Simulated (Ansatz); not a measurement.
An elastic tensor (GPa, Voigt order, standard axes) from plane-wave PAW LDA (Ansatz code):

```
71.1  31.2  31.2   0.0   0.0   0.0
31.2  71.1  31.2   0.0   0.0   0.0
31.2  31.2  71.1   0.0   0.0   0.0
 0.0   0.0   0.0  36.7   0.0   0.0
 0.0   0.0   0.0   0.0  36.7   0.0
 0.0   0.0   0.0   0.0   0.0  36.7
```

Task: Pick the material that matches.
(A) SnS2, Fd-3m (Sn on 16c, S on 32e)
(B) CdS, rock salt
(C) Cs2SnI6, Fm-3m (I on 24e, Cs on 8c, Sn on 4a)
(D) CaS, rock salt

Result: A, SnS2, Fd-3m (Sn on 16c, S on 32e)

The first step of the workflow began from a Materials Project structure, measured or hypothetical; the Crystallography Open Database copy checked does not list it. It is not the phase usual at ambient conditions (space group No. 164). Symmetry was held in the LDA relaxation; whether a distortion lowers the energy is not shown. Spin–orbit coupling is left out wherever it is not named.

Potentials: the later of the program's two PAW sets.
